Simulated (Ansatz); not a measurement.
Calculated 17O NMR of the central transition for SiO2

Cell: an entry of the Crystallography Open Database (COD).

Space group P4_12_12 (No. 92); a = 4.9790, c = 6.9500 Å.

| site | Wyckoff | site symmetry | x | y | z |
| --- | --- | --- | --- | --- | --- |
| Si | 4a | ..2 | 0.3002 | 0.3002 | 0.0000 |
| O | 8b | 1 | 0.2394 | 0.1049 | 0.1785 |

One atom of each set is listed.

Computed with Ansatz: DFT, PBE, plane waves and PAW, scalar-relativistic, 420 eV cutoff, Γ-centred 5×5×4 k-points, Fermi–Dirac smearing 0.02 eV.

17O has I = 5/2 and Q = -25.58 mb (Pyykkö 2018); at 18.8 T its Larmor frequency is ν₀ = 108.6 MHz. Only the quadrupole interaction is simulated: positions count from each site's isotropic chemical shift, and J coupling is left out, as are shift anisotropy and dipolar coupling, which fast spinning averages.

Simulated pattern of one O site (fast magic-angle spinning, Gaussian broadening 0.2 kHz):

(offset (kHz), height): (-4.695, 0), (-4.580, 1), (-4.465, 4), (-4.350, 6), (-4.236, 7), (-4.121, 7), (-4.006, 7), (-3.891, 7), (-3.776, 7), (-3.661, 7), (-3.547, 8), (-3.432, 8), (-3.317, 8), (-3.202, 9), (-3.087, 13), (-2.972, 32), (-2.858, 56), (-2.743, 78), (-2.628, 84), (-2.513, 70), (-2.398, 59), (-2.283, 54), (-2.169, 51), (-2.054, 49), (-1.939, 49), (-1.824, 48), (-1.709, 49), (-1.594, 50), (-1.480, 51), (-1.365, 54), (-1.250, 57), (-1.135, 63), (-1.020, 74), (-0.905, 93), (-0.791, 100), (-0.676, 83), (-0.561, 59), (-0.446, 25), (-0.331, 4), (-0.216, 0)

Problem. Which |C_Q| and η does the pattern imply?

Solution. The pattern spans 4.01 kHz before broadening and its centre of gravity is at -1.80 kHz, which fixes P_Q; the places of the horns and steps fix η. That gives P_Q = 5.71 MHz, |C_Q| = 5.69 MHz and η = 0.14. The sign of C_Q can't be read from the pattern.

At O V_zz runs parallel to the line that joins its two neighbours (within 1°).

The calculated pressure of 6 GPa (PBE) comes largely from the unrelaxed atoms: it is 1.1 GPa once they are relaxed in the same cell. The largest force is 0.4 eV/Å, so the atoms aren't at the calculated equilibrium and relaxing them would move these values.
